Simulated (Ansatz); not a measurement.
Here is the system:

Al (fcc, Cu type)

```xyz
2
Lattice="0.0000 4.0400 4.0400 2.0200 0.0000 2.0200 2.0200 2.0200 0.0000" Properties=species:S:1:pos:R:3 pbc="T T T"
Al     0.0000     0.0000     0.0000
Al     2.0200     2.0200     4.0400
```

The atoms are displaced by Q × the pattern below (from a DFPT mode at L = (0.5, 0.0, 0.0), largest move 1; Q in Å), at fixed cell. It is one choice among 2 degenerate patterns. (q is in reciprocal vectors of the primitive cell; the cell shown is doubled to hold the pattern.)

| atom | x | y | z |
|---|---|---|---|
| Al1 | -0.285 | 0.520 | -0.805 |
| Al2 | 0.285 | -0.520 | 0.805 |

Computed with PBE (plane waves to 420 eV, PAW, scalar-relativistic; Ansatz, a first-principles code). k mesh 10×20×20 (Γ-centred), Fermi-Dirac smearing 0.05 eV. Energies are smeared free energies. With partly filled bands, energies and forces of such displacements shift with the k mesh and the smearing. Al was relaxed with its symmetry unable to fall. The PAW data are Ansatz's earlier set. The zero of ΔE is the undisplaced structure.

The scan covers Q from -0.180 to 0.180 Å in 13 points.

Q: Is this a single well or a double well?

A: A single well with its minimum at or next to zero displacement.

Q: Which space group does the distorted structure have?

A: P-1 (No. 2), lowered from Fm-3m.

Q: What is the energy change at Q = 0.180 Å?

A: 58.3 meV/cell.

Q: What harmonic wavenumber does the curvature at Q = 0 give?

A: 137 cm⁻¹.

(For displaced atoms, the force is minus the slope of the energy, and its curvature is a force constant, which sets phonon frequencies.)
